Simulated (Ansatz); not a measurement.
A distorted cell of W (bcc, W type):

```
W
1.0
   -3.16928     3.16928     3.16928
    1.58464    -1.58464     1.58464
    1.58464     1.58464    -1.58464
W
2
Direct
  0.00000   0.06247   0.93753
  0.50000   0.93753   0.06247
```

Method: r2SCAN (plane waves to 500 eV, PAW, scalar-relativistic; Ansatz, a first-principles code). k mesh 21×21×21 (Γ-centred), Fermi-Dirac smearing 0.05 eV. Stress and pressure are positive under compression. With partly filled bands, energies and forces of such displacements shift with the k mesh and the smearing. Spin-orbit coupling is left out, though W is heavy. W is run without spin polarisation. W was relaxed with its symmetry unable to fall.

### Question
What forces act on the atoms (eV/Å, Cartesian)?

### Answer
| atom | Fx | Fy | Fz |
|---|---|---|---|
| W1 | 0.000 | 1.442 | -1.442 |
| W2 | 0.000 | -1.442 | 1.442 |

### Question
Give the stress tensor in GPa and the pressure.

### Answer
```
    0.7      0.0      0.0
    0.0      7.9     16.9
    0.0     16.9      7.9
```
The pressure, a third of the trace, is 5.5 GPa.

(A displaced cell: forces are minus the slopes of the energy, force constants its curvatures, and phonons follow from these.)
